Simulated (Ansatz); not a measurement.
**Structures of Ru₂C: which is lowest?**

Plane-wave DFT in Ansatz with scalar-relativistic PAW potentials, cutoff 420 eV, Γ-centred meshes chosen by cell and gap, Gaussian smearing with energies taken to zero width. Every cell was relaxed (cell and atoms) in a run of its own, within the symmetry of its start. Functional: PBE.

Relaxed structures (starts from databases or built by putting these elements on another compound's sites):
A. Pnnm, 6 atoms in the computed cell, a = 4.799 Å, b = 4.942 Å, c = 2.908 Å; sites (symmetry × multiplicity) Ru ..m × 4, C ..2/m × 2; start: built
B. Fm-3m, 3 atoms in the computed cell, a = 5.197 Å; sites (symmetry × multiplicity) Ru -43m × 8, C m-3m × 4; start: built

Problem. Rank them by energy. Could pressure change the order?

Solution.
| structure | group | E − E(lowest) (meV/atom) | V (Å³/atom) | gap on mesh (eV) |
| --- | --- | --- | --- | --- |
| A | Pnnm | 0.0 | 11.49 | 0.00 |
| B | Fm-3m | 492 | 11.70 | 0.00 |

A is lowest, 492 meV/atom under B. The lowest is also the densest of these, so pressure wouldn't bring one of the others in at first order. Other structures may lie lower than all of these, and vibrations aren't counted.